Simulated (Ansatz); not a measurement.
Structure relaxation, TiAl$_{3}$

The start is a generated trial cell of TiAl3 in the AFLOW prototype AB3_tP4_123_a_ce (L6_0, as in Ti3Cu). The structure is fully relaxed (lattice and positions, P = 0) with r2SCAN (plane waves to 500 eV, PAW, scalar-relativistic; Ansatz, a program for electronic structure). The first steps use a coarse 8×8×9 k-mesh.

Input geometry:
```yaml
crystal:
  lattice:
    - [4.14634, 0.00000, 0.00000]
    - [0.00000, 4.14634, 0.00000]
    - [0.00000, 0.00000, 3.58392]
  atoms:
    - { symbol: Al, position: [0.50000, 0.50000, 0.00000] }
    - { symbol: Al, position: [0.00000, 0.50000, 0.50000] }
    - { symbol: Al, position: [0.50000, 0.00000, 0.50000] }
    - { symbol: Ti, position: [0.00000, 0.00000, 0.00000] }
```

Task: Does the structure survive the relaxation? Give the final space group.

Result: The space group goes from P4/mmm (No. 123) to Pm-3m (No. 221); the end is Cu3Au type, with 4 atoms in the primitive cell.

Task: By how much does the energy per atom fall from start to end?

Result: 0.09 eV/atom.

Task: How does the volume change?

Result: +0.5 %, from 15.40 to 15.48 Å³/atom.

Task: How do the shortest distances between atoms change?

Result: The closest pairs of elements (up to four, under 3.6 Å), start → end: Al–Ti 2.74 → 2.80 Å; Al–Al 2.74 → 2.80 Å; Ti–Ti 3.58 → 3.96 Å.

Task: Give the final cell and atomic positions.

Result: 
```cif
data_Al3Ti
_chemical_formula_sum 'Al3 Ti1'
_space_group_name_H-M_alt 'Pm-3m'
_space_group_IT_number 221
_space_group_name_Hall '-P 4 2 3'
_cell_length_a 3.95598
_cell_length_b 3.95598
_cell_length_c 3.95598
_cell_angle_alpha 90.000
_cell_angle_beta 90.000
_cell_angle_gamma 90.000
loop_
_atom_site_label
_atom_site_type_symbol
_atom_site_symmetry_multiplicity
_atom_site_Wyckoff_symbol
_atom_site_fract_x
_atom_site_fract_y
_atom_site_fract_z
_atom_site_occupancy
Al1 Al 3 c 0.00000 0.50000 0.50000 1
Ti1 Ti 1 a 0.00000 0.00000 0.00000 1
```

Final values are on a 12×12×12 k-mesh of the relaxed cell. No spin polarisation in the result.

The run could not lose the symmetry of its start; a randomly shaken copy of 8 atoms returns to this structure.

All atoms sit on sites fixed by symmetry, so only the cell could relax.

The first start was generated by placing the elements on the sites of a structure type. Materials Project lists a structure of TiAl3 in the same space group, Pm-3m (No. 221); the sites were not compared with it, nor with measured phases. Known forms of TiAl3 include space group No. 139.
